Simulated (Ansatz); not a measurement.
Computed with Ansatz, DFT PBE, scalar-relativistic, plane waves, PAW. Settings: cutoff 420 eV, Γ-centred meshes spaced at most about 0.3 Å⁻¹ (2π included), Gaussian smearing. Collinear spin in cells that started with moments and kept them past the coarse steps, no spin elsewhere.

Each of these unrelaxed guesses is relaxed in cell and atoms within its symmetry. A guess keeps its type if space group and coordination stay and the shape of the cell changes little (axis ratios within about 15 %, angles within 6°); the volume may change.

1. InAuC2N2

```cif
data_structure
_symmetry_space_group_name_H-M 'P-1'
_symmetry_Int_Tables_number 2
_cell_length_a 4.3952
_cell_length_b 4.5304
_cell_length_c 8.2722
_cell_angle_alpha 96.432
_cell_angle_beta 92.394
_cell_angle_gamma 107.822
_cell_volume 155.32
loop_
_atom_site_label
_atom_site_type_symbol
_atom_site_symmetry_multiplicity
_atom_site_Wyckoff_symbol
_atom_site_fract_x
_atom_site_fract_y
_atom_site_fract_z
_atom_site_occupancy
In1 In 1 h 0.50000 0.50000 0.50000 1
C1 C 2 i 0.18488 0.18488 0.81512 1
Au1 Au 1 a 0.00000 0.00000 0.00000 1
N1 N 2 i 0.29771 0.29771 0.70229 1
```

2. CaCdC4N4

```cif
data_structure
_symmetry_space_group_name_H-M 'P-43m'
_symmetry_Int_Tables_number 215
_cell_length_a 6.2048
_cell_length_b 6.2048
_cell_length_c 6.2048
_cell_angle_alpha 90.000
_cell_angle_beta 90.000
_cell_angle_gamma 90.000
_cell_volume 238.88
loop_
_atom_site_label
_atom_site_type_symbol
_atom_site_symmetry_multiplicity
_atom_site_Wyckoff_symbol
_atom_site_fract_x
_atom_site_fract_y
_atom_site_fract_z
_atom_site_occupancy
Ca1 Ca 1 a 0.00000 0.00000 0.00000 1
Cd1 Cd 1 b 0.50000 0.50000 0.50000 1
C1 C 4 e 0.19596 0.19596 0.19596 1
N1 N 4 e 0.30483 0.30483 0.30483 1
```

3. ZnIrC4N4 (collinear spin from parallel moments)

```cif
data_structure
_symmetry_space_group_name_H-M 'P-43m'
_symmetry_Int_Tables_number 215
_cell_length_a 5.8826
_cell_length_b 5.8826
_cell_length_c 5.8826
_cell_angle_alpha 90.000
_cell_angle_beta 90.000
_cell_angle_gamma 90.000
_cell_volume 203.57
loop_
_atom_site_label
_atom_site_type_symbol
_atom_site_symmetry_multiplicity
_atom_site_Wyckoff_symbol
_atom_site_fract_x
_atom_site_fract_y
_atom_site_fract_z
_atom_site_occupancy
Zn1 Zn 1 b 0.50000 0.50000 0.50000 1
Ir1 Ir 1 a 0.00000 0.00000 0.00000 1
C1 C 4 e 0.18814 0.18814 0.18814 1
N1 N 4 e 0.30297 0.30297 0.30297 1
```

**Question.** Which keep their type?

**Answer.** Guesses 2 and 3 keep their type.

```csv
guess,kept,start group,end group,V start (Å³/atom),V end,"b/a and c/a, end over start",nearest neighbours start,nearest neighbours end
1,no,P-1,C2/m,25.9,25.8,-,"Au 2, C 1, In 2, N 1","Au 2, C 1, In 6, N 1"
2,yes,P-43m,P-43m,23.9,30.9,"1.00, 1.00","C 1, Ca 4, Cd 4, N 1","C 1, Ca 4, Cd 4, N 1"
3,yes,P-43m,P-43m,20.4,20.5,"1.00, 1.00","C 1, Ir 4, N 1, Zn 4","C 1, Ir 4, N 1, Zn 4"
```

Neighbours count within 15 % of an atom's shortest distance; end groups are read at 0.02 Å (0.05 Å in metals).

Spin–orbit coupling, which can matter for Au and Ir, is left out. The magnetic state reached may not be the lowest. Cells relaxed within their symmetry can be saddle points.
